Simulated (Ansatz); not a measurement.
Si$_{3}$Ge:
```cif
data_GeSi3
_chemical_formula_sum 'Si3 Ge1'
_space_group_name_H-M_alt 'P 1'
_space_group_IT_number 1
_cell_length_a 3.88113
_cell_length_b 3.88113
_cell_length_c 5.47823
_cell_angle_alpha 90.000
_cell_angle_beta 90.000
_cell_angle_gamma 90.000
loop_
_space_group_symop_operation_xyz
  'x, y, z'
loop_
_atom_site_label
_atom_site_type_symbol
_atom_site_fract_x
_atom_site_fract_y
_atom_site_fract_z
_atom_site_occupancy
Si1 Si 0.50000 0.00000 0.75517 1
Si2 Si 0.00000 0.00000 0.00000 1
Si3 Si 0.00000 0.50000 0.24483 1
Ge1 Ge 0.50000 0.50000 0.50000 1
```

Relaxed with PBEsol.

Decompose the optical modes at the zone centre into irreducible representations, and say which are infrared and Raman allowed.

Point group -42m: Γ_opt = A1 + 2B2 + 3E. Infrared: B2, E. Raman: A1, B2, E.

Assign frequencies (DFPT, PBEsol (plane waves, PAW; program Ansatz); without the LO–TO term).

E 114, B2 302, E 386, A1 399, B2 477, E 487 cm⁻¹.

Subscripts of B labels follow the axes of the standard setting.

Space group P-4m2. The start of the workflow was typed in or built on a structure type; neither database checked (COD, Materials Project) lists it. Its standing as an ambient phase is unchecked. Symmetry was held in the PBEsol relaxation; its stability against distortions is not shown here.

Potentials: the earlier of the program's two PAW sets. The files were generated under PBE; for other functionals the program regenerates the frozen cores, and for LDA and PBEsol the local potential too.
